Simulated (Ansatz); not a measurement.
Ta$_{2}$O$_{5}$:
```cif
data_O5Ta2
_chemical_formula_sum 'Ta2 O5'
_space_group_name_H-M_alt 'P 1'
_space_group_IT_number 1
_cell_length_a 3.83932
_cell_length_b 3.85882
_cell_length_c 6.77803
_cell_angle_alpha 90.000
_cell_angle_beta 106.430
_cell_angle_gamma 90.000
loop_
_space_group_symop_operation_xyz
  'x, y, z'
loop_
_atom_site_label
_atom_site_type_symbol
_atom_site_fract_x
_atom_site_fract_y
_atom_site_fract_z
_atom_site_occupancy
Ta1 Ta 0.64616 0.00000 0.79225 1
Ta2 Ta 0.35384 0.00000 0.20775 1
O1 O 0.64990 0.50000 0.79913 1
O2 O 0.35010 0.50000 0.20087 1
O3 O 0.18523 0.00000 0.87028 1
O4 O 0.81477 0.00000 0.12972 1
O5 O 0.50000 0.00000 0.50000 1
```

Relaxed with PBEsol.

Task: Give the optical modes at the zone centre with their infrared activity from DFPT, PBEsol (plane waves, PAW; program Ansatz).

Result: Transverse frequencies, without the LO–TO term; a row sums one degenerate level.

| ω (cm⁻¹) | degeneracy | IR ((D/Å)²/amu) | activity |
|---|---|---|---|
| 16i | 1 | 0.00 | IR-inactive |
| 65 | 1 | 16.26 | IR |
| 95 | 1 | 116.50 | IR |
| 100 | 1 | 0.00 | IR-inactive |
| 156 | 1 | 0.00 | IR-inactive |
| 162 | 1 | 25.48 | IR |
| 203 | 1 | 14.95 | IR |
| 212 | 1 | 0.00 | IR-inactive |
| 246 | 1 | 0.00 | IR-inactive |
| 268 | 1 | 0.00 | IR-inactive |
| 310 | 1 | 0.73 | IR |
| 362 | 1 | 31.50 | IR |
| 484 | 1 | 0.00 | IR-inactive |
| 506 | 1 | 0.00 | IR-inactive |
| 523 | 1 | 64.36 | IR |
| 545 | 1 | 97.18 | IR |
| 667 | 1 | 0.00 | IR-inactive |
| 850 | 1 | 40.68 | IR |

Task: How high does the top mode go among those that the LO–TO term moves?

Result: 816 cm⁻¹ for q along x, 936 cm⁻¹ for q along y, 996 cm⁻¹ for q along z.

Space group Cmmm. The workflow started from a Materials Project entry (that database holds measured and hypothetical structures alike); the Crystallography Open Database copy checked does not list it. COD files the formula under space group No. 49. Its standing as an ambient phase is unchecked. The cell was relaxed with PBEsol under the symmetry of its start; phonons show weakly imaginary modes. No spin polarisation was allowed. Scalar-relativistic: spin–orbit coupling is off unless named, which matters more the heavier the elements.

Potentials: the earlier of the program's two PAW sets. The files were generated under PBE; for other functionals the program regenerates the frozen cores, and for LDA and PBEsol the local potential too.
